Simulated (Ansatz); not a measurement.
Relaxed-ion elastic tensor of Ti$_{2}$C in space group Fd-3m (No. 227; Ti on 32e, C on 16d) in GPa (Voigt order), DFT-r²SCAN in the program Ansatz with PAW potentials; density 4.47 g/cm³, 13.34 Å³ per atom.

```
201  120  120  0.0  0.0  0.0
120  201  120  0.0  0.0  0.0
120  120  201  0.0  0.0  0.0
0.0  0.0  0.0  124  0.0  0.0
0.0  0.0  0.0  0.0  124  0.0
0.0  0.0  0.0  0.0  0.0  124
```

Is the crystal mechanically stable?

Yes: the smallest eigenvalue of C is 80.6 GPa.

Work out the Voigt, Reuss and Hill averages.

K_V = 147, K_R = 147, K_H = 147; G_V = 90.4, G_R = 67.7, G_H = 79.1 GPa.

Give Young's modulus, Poisson's ratio, Pugh's ratio and the universal anisotropy index.

E = 9KG/(3K + G) = 201 GPa; ν = 0.27; K/G = 1.86 (ductile by the Pugh limit of 1.75); A_U = 5G_V/G_R + K_V/K_R − 6 = 1.68.

Estimate the sound speeds and the Debye temperature.

v_l = √((K + 4G/3)/ρ) = 7510 m/s, v_t = √(G/ρ) = 4210 m/s, mean 4680 m/s; Θ = (h/k)(3n/4πV)^(1/3) v_m = 588 K.

Give the Zener ratio and Young's modulus along [100], [110] and [111].

A = 2C44/(C11 − C12) = 3.07; 1/E = S11 − 2(S11 − S12 − S44/2)Γ with Γ = 0, 1/4, 1/3 gives 111, 207, 290 GPa.

The first step of the workflow began from a Materials Project structure, measured or hypothetical; the Crystallography Open Database copy checked does not list it. Whether it is the stable phase at ambient conditions was not checked. The cell was relaxed with r²SCAN under the symmetry of its start; of distortions, only those at the zone centre were tested. The run is not spin-polarised. As this level gives no gap, shear constants depend on the k-mesh and smearing (Fermi–Dirac, 0.1 eV here).

Potentials: the later of the program's two PAW sets.
